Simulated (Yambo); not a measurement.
```xyz
2
Lattice="0.0000 3.3071 3.3071 3.3071 0.0000 3.3071 3.3071 3.3071 0.0000" Properties=species:S:1:pos:R:3 pbc="T T T"
K      0.0000     0.0000     0.0000
Br     3.3071     3.3071     3.3071
```

Workflow: PBEsol (pw.x of Quantum ESPRESSO, ONCV potentials, scalar-relativistic), then G0W0 in Yambo (4×4×4 Γ-centred k mesh, 125 bands and a 8 Ry block in the screening, 125 bands in G with the Bruneval-Gonze terminator, plasmon pole fitted at 27.2 eV).

**Question.** Give the PBEsol and G0W0 gaps between the band edges found on this mesh, and say where the edges lie.

**Answer.** Edges: Γ → Γ. PBEsol: 4.27 eV; G0W0: 6.92 eV. Convergence of the G0W0 settings was not tested. Spin-orbit splittings are left out.

Geometry strained from the cell relaxed with PBEsol, atoms relaxed again.
